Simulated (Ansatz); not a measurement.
BaTiO₃:
Space group Pm-3m (No. 221); a = 3.977 Å, b = 3.977 Å, c = 3.977 Å, α = 90.00°, β = 90.00°, γ = 90.00°

```csv
atom,site,symmetry,x,y,z
Ba,1a,m-3m,0.0000,0.0000,0.0000
Ti,1b,m-3m,0.5000,0.5000,0.5000
O,3c,4/mm.m,0.0000,0.5000,0.5000
```

This is the HSE06-relaxed structure.

**Question.** All from the program Ansatz at the HSE06 level (PAW), unless another level is named. Estimate the smallest direct gap on the standard path.

**Answer.** 3.32 eV.

**Question.** Predict the band gap.

**Answer.** 3.25 eV (indirect).

**Question.** Next, the conduction-band minimum?

**Answer.** at Γ.

**Question.** Next, the valence-band maximum?

**Answer.** at R.

This is a known high-temperature phase of the composition, computed here at zero pressure and temperature. The cell was relaxed with HSE06 under the symmetry of its start; whether a distortion lowers the energy is not shown. No spin polarisation was allowed. The hybrid was solved on a coarse mesh, the path and, where they were found, the r²SCAN edge points; its band edges are the extreme levels among these. Spin–orbit coupling is left out wherever it is not named.

Potentials: the later of the program's two PAW sets.
